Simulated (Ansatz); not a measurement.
SiO2 (rutile)

```
CELL_PARAMETERS angstrom
      4.18520     0.00000     0.00000
      0.00000     4.18520     0.00000
      0.00000     0.00000     2.66883
ATOMIC_POSITIONS crystal
  Si 0.50000 0.50000 0.50000
  Si 0.00000 0.00000 0.00000
  O  0.80610 0.80610 0.50000
  O  0.30610 0.69390 0.00000
  O  0.69390 0.30610 0.00000
  O  0.19390 0.19390 0.50000
```

Scan: atom 5 (O, nearest neighbour Si at 1.760 Å; its periodic images, 2.7 Å or more away, move with it) is displaced along Cartesian [110], direction (0.707, 0.707, 0.000) in Cartesian axes, by s. The other atoms stay.

The numbers are results of r2SCAN (plane waves to 500 eV, PAW, scalar-relativistic; Ansatz, an electronic-structure program), not measurements. k mesh 7×7×10 (Γ-centred), Fermi-Dirac smearing 0.05 eV. The energy includes the smearing's −TS. SiO2 was relaxed with its symmetry unable to fall. The zero of ΔE is the undisplaced structure.

**Question.** Estimate the ΔE (eV/cell) for s (Å) = -0.350, -0.280, -0.210, -0.140, -0.070, 0.210, 0.280, 0.350.

**Answer.** 
```
s (Å)   ΔE (eV/cell)
------  ------------
-0.350         0.800
-0.280         0.507
-0.210         0.283
-0.140         0.125
-0.070         0.031
0.210          0.283
0.280          0.507
0.350          0.800
```

(A displaced cell: forces are minus the slopes of the energy, force constants its curvatures, and phonons follow from these.)
